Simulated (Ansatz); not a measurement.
Ga2O3 in space group C2/m (No. 12; Pearson symbol mS20), plane-wave PAW LDA (Ansatz code). The conduction-band minimum lies at Γ, with 1 equivalent valley. Second derivatives d²E/dk² of the lowest band at one valley (eV·Å²), along Cartesian directions:

| direction | d²E/dk² |
|---|---|
| [100] | 30.92 |
| [010] | 29.50 |
| [001] | 31.82 |
| [110] | 30.20 |
| [101] | 31.00 |
| [011] | 30.66 |

Question: Find the principal effective masses, the density-of-states mass and the conductivity mass.

Answer: Off-diagonal terms follow from H_xy = H[110] − (H_xx + H_yy)/2, and m*/mₑ = 7.620 eV·Å² over each eigenvalue: 0.24, 0.25, 0.26. One valley's DOS mass (m₁m₂m₃)^(1/3) = 0.25, conductivity mass 3/(Σ 1/mᵢ) = 0.25 mₑ.

Question: What effective density of states Nc follows at 300 K for parabolic valleys?

Answer: Nc = 2.509e19 × 1 × (0.25)^(3/2) ≈ 3.1e18 cm⁻³.

Question: With the computed static dielectric constant 11.4 (mean of the diagonal), estimate a hydrogenic donor's binding energy and radius.

Answer: E = 13.606 eV × 0.25/11.4² ≈ 26 meV; a = 0.529 Å × ε/m* ≈ 24 Å. Semilocal masses tend to be too small where the gap is.

The LDA relaxation kept the symmetry of its start; of distortions, only those at the zone centre were tested. Spin–orbit coupling is left out wherever it is not named.

Potentials: the later of the program's two PAW sets.
